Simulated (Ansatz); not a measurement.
## SrH12Br2O6: 17O NMR of the central transition

Cell: an entry of the Crystallography Open Database (COD), ions relaxed with PBE at fixed cell.

```xyz
21
Lattice="8.2040 0.0000 0.0000 -4.1020 7.1049 0.0000 0.0000 0.0000 4.1590" Properties=species:S:1:pos:R:3 pbc="T T T"
Sr    0.0000    0.0000    0.0000
H    -0.9905    3.0777    3.7665
H     1.9319    4.7083    3.7665
H    -0.9414    6.4238    3.7665
H     3.1606    0.6811    0.3925
H     3.1115    4.0272    0.3925
H     6.0339    2.3966    0.3925
H     1.8612    1.6739    2.1360
H     5.8237    0.7749    2.1360
H     4.6210    4.6560    2.1360
H     0.5190    2.4488    2.0230
H    -2.2408    5.4309    2.0230
H     1.7217    6.3299    2.0230
Br    0.0000    4.7366    2.4318
Br    4.1020    2.3683    1.7272
O     6.4310    0.0000    2.0795
O    -3.2155    5.5694    2.0795
O     0.8865    1.5355    2.0795
O     2.5699    0.0000    0.0000
O    -1.2849    2.2256    0.0000
O     2.8171    4.8793    0.0000
```

Sites (sets of like atoms) are named by element and the number of their first atom in this list.

Method: Kohn–Sham DFT in Ansatz, PBE, plane waves and PAW, scalar-relativistic, 420 eV cutoff, Γ-centred 3×3×5 k-points, Fermi–Dirac smearing 0.02 eV.

17O has I = 5/2 and Q = -25.58 mb (Pyykkö 2018); at 9.4 T its Larmor frequency is ν₀ = 54.3 MHz. Only the quadrupole interaction is simulated: positions count from each site's isotropic chemical shift, and J coupling is left out, as are shift anisotropy and dipolar coupling, which fast spinning averages.

Problem. Give C_Q, η, the quadrupolar product P_Q = |C_Q|(1 + η²/3)^½, the second-order isotropic shift and the breadth of the pattern (fast magic-angle spinning) for each O site.

Solution. 

```tsv
site	first shell	C_Q (MHz)	η	P_Q (MHz)	δ_QIS (ppm)	breadth (kHz)
O16	2 H at 0.99 Å, angle 104°; also 2 Sr at 2.73 Å	8.38	0.78	9.19	-172	21.2
O19	2 H at 0.98 Å, angle 106°; also 1 Sr at 2.57 Å	9.25	0.72	10.0	-204	25.4
```

δ_QIS = −(ν_Q²/30ν₀²)[I(I+1) − 3/4](1 + η²/3) × 10⁶ ppm with ν_Q = 3|C_Q|/[2I(2I−1)]; it falls as 1/B₀² in ppm, and the breadth as 1/B₀ in kHz.

The broadest static pattern spans 82 kHz. The table holds for spinning faster than that; slower spinning leaves sidebands.

At O19 V_zz stands upright on the plane of its two bonds (within 1°).

The entry's hydrogen positions were far off; the other atoms hardly move on relaxation.
